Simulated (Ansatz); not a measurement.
WSi$_{2}$ (MoSi2 type, space group I4/mmm)

```xyz
3
Lattice="-1.6146 1.6146 3.9336 1.6146 -1.6146 3.9336 1.6146 1.6146 -3.9336" Properties=species:S:1:pos:R:3 pbc="T T T"
W      0.0000     0.0000     0.0000
Si     0.0000     0.0000     2.6322
Si     0.0000     0.0000     5.2350
```

The volume is varied about the relaxed value V₀ at fixed cell shape. The atoms relax within the cell's symmetry.

Method: PBE (plane waves to 420 eV, PAW, scalar-relativistic; Ansatz, a first-principles code). k mesh 20×20×20 (Γ-centred), Fermi-Dirac smearing 0.05 eV. E stands for the smeared free energy. Stress and pressure are positive under compression. With the shape held, the modulus is that of even scaling; a crystal free to change shape is softer. Spin-orbit coupling is left out, though W is heavy. WSi2 is run without spin polarisation. WSi2 was relaxed with its symmetry unable to fall. The zero of ΔE is the relaxed starting cell. The last digit holds for this mesh only.

| V (Å³/atom) | ΔE (meV/atom) |
|---|---|
| 12.852 | 37.5 |
| 13.016 | 23.5 |
| 13.180 | withheld |
| 13.344 | 5.6 |
| 13.508 | 1.4 |
| 13.673 | 0.0 |
| 13.837 | 1.3 |
| 14.001 | 5.1 |
| 14.165 | 11.3 |
| 14.329 | 19.7 |
| 14.493 | 30.1 |

Question: Fit a third-order Birch-Murnaghan form (E₀, V₀, B₀, B₀′ free) to the given rows and predict ΔE at V = 13.180.

Answer: Least squares on the 10 given rows: ΔE = E₀ + (9V₀B₀/16)·y²·[2 + (B₀′ − 4)y], y = (V₀/V)^(2/3) − 1, with V₀ = 13.673 Å³/atom, B₀ = 218.1 GPa (160.2 GPa = 1 eV/Å³; the term in eV is multiplied by 1000), B₀′ = 4.41, E₀ = -0.01 meV/atom; root-mean-square residual 0.02 meV/atom. At 13.180 the fit gives 12.9 meV/atom; the calculation gives 12.9 meV/atom, the same to the digits shown. For the pressure the fit gives 8.7 GPa against the computed 8.7 GPa.

(A scan under strain: stresses follow from slopes of the energy per volume, elastic moduli from its curvatures.)
